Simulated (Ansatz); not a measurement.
The elements of this relaxed trial crystal are hidden behind letters.

```
lattice vectors (Å)
  -3.2943    3.2943    2.7404
   3.2943   -3.2943    2.7404
   3.2943    3.2943   -2.7404
fractional positions
X 0.5000 0.5000 0.0000
Z 0.5000 0.5000 0.5000
Z 0.0000 0.0000 0.5000
Z 0.5000 0.0000 0.0000
Z 0.0000 0.5000 0.0000
Z 0.0000 0.0000 0.0000
```

Theory: Ansatz, DFT PBE, scalar-relativistic, plane waves, PAW. Cutoff 420 eV, Γ-centred 10×10×10 mesh (6-atom cell), Gaussian smearing of 0.10 eV, no spin polarisation.

```
Space group                                 : I4/mmm (No. 139)
Conventional cell                           : a = 6.589 Å, c = 5.481 Å
Volume per atom                             : 19.83 Å³
Density                                     : 2.55 g/cm³
Formation energy                            : −0.09 eV/atom
Gap on the 10×10×10 mesh of the 6-atom cell : 0 eV (a metal)
```

Energies are uncorrected and count from the elements' standard states at the same level.

Question: X is a d-block element of period 4 and Z is a p-block element of period 3. Which elements are they?

Answer: X = Ti, Z = Al, so the formula is TiAl5. Density times volume gives a mean mass of 2.55 × 19.83/1.6605 = 30.5 u per atom, and this set has 30.5 u. Among the elements that the hints allow, noble gases aside, only these give it. Around Ti lie 10 Al at 2.70–2.74 Å; Al on a site of symmetry 2/m has 2 Ti at 2.70 Å, 4 Al at 2.70–2.74 Å and 4 Al at 3.29 Å; Al on a site of symmetry 4/mmm has 8 Al at 2.70 Å and 2 Ti at 2.74 Å.

A structure relaxed within its symmetry needn't be a true minimum.
